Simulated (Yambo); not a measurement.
Mg2Si (space group Fm-3m, No. 225), G0W0@LDA in Yambo (4×4×4 mesh, plasmon pole; 10 Ry block, no terminator). The number N of bands in W and G is varied.

| N | x = 1/N | gap Γ → X (eV) | shift of the valence edge (eV) |
|---|---|---|---|
| 51 | 0.01961 | 0.569 | -0.216 |
| 77 | 0.01299 | 0.629 | -0.388 |
| 110 | 0.00909 | 0.671 | -0.487 |
| 143 | 0.00699 | ? | ? |

Task: Basis-set arguments suggest E = E∞ + A x. Fix A and E∞ from the two rows above the withheld one, predict the row at 143 bands, and test the form.

Result: Gap: A = (0.671 − (0.629))/(0.00909 − 0.01299) = -10.8, E∞ = 0.769 eV, so 0.694 eV is predicted; the run gave 0.693 eV (miss 1 meV). The first two rows have slope -9.06, so the form doesn't hold yet over the whole range. Shift: A = (-0.487 − (-0.388))/(0.00909 − 0.01299) = 25.4, E∞ = -0.718 eV, so -0.540 eV is predicted; the run gave -0.536 eV (miss 4 meV). The first two rows have slope 26.0, within 15 % of that. The other settings are held fixed.

Geometry relaxed with LDA; primitive cell a = 4.4259 Å, b = 4.4259 Å, c = 4.4259 Å, α = 60.00°, β = 60.00°, γ = 60.00°.

A shift is the quasiparticle energy of the state minus its LDA energy.
